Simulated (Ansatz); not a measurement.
## ZrAsRu: relaxed-ion elastic tensor

These are results of DFT LDA, scalar-relativistic, plane waves, PAW in Ansatz 0.2.0, not measurements. Cutoff 420 eV, 6×6×10 k-points (Γ-centred), Fermi-Dirac smearing of 0.15 eV. No spin polarisation.

Relaxed structure:
```xyz
9
Lattice="6.5159 0.0000 0.0000 -3.2579 5.6429 0.0000 0.0000 0.0000 3.8602" Properties=species:S:1:pos:R:3 pbc="T T T"
Zr    1.3590    2.3539    1.9301
Zr    3.7978    0.0000    1.9301
Zr   -1.8989    3.2890    1.9301
As    0.0000    0.0000    1.9301
As    3.2579    1.8810    0.0000
As    0.0000    3.7620    0.0000
Ru   -0.7940    1.3752    0.0000
Ru    1.5880    0.0000    0.0000
Ru    2.4640    4.2677    0.0000
```

In a metal, frequencies and elastic constants depend on the k mesh and the smearing, soft modes and shear constants most.

Task: Give the relaxed-ion elastic constants (GPa, Voigt order xx yy zz yz xz xy, on the axes of the cell above).

Result:
```
346.1 142.4 163.0   0.0   0.0   0.0
142.4 346.1 163.0   0.0   0.0   0.0
163.0 163.0 316.6   0.0   0.0   0.0
  0.0   0.0   0.0 104.2   0.0   0.0
  0.0   0.0   0.0   0.0 104.2   0.0
  0.0   0.0   0.0   0.0   0.0 101.9
```

Task: Is the crystal stable against homogeneous strain?

Result: Yes: the least eigenvalue of the tensor is 101.9 GPa.

Task: And the moduli of a polycrystal (Hill averages)?

Result: B = 216 GPa, G = 97 GPa, E = 254 GPa, ν = 0.30.

Whether ZrAsRu exists in this form wasn't checked.

Cost: 1 run of about 98 core-minutes, on Intel Xeon Processor @ 2.50GHz (Skylake/Cascade Lake) (shared hosts).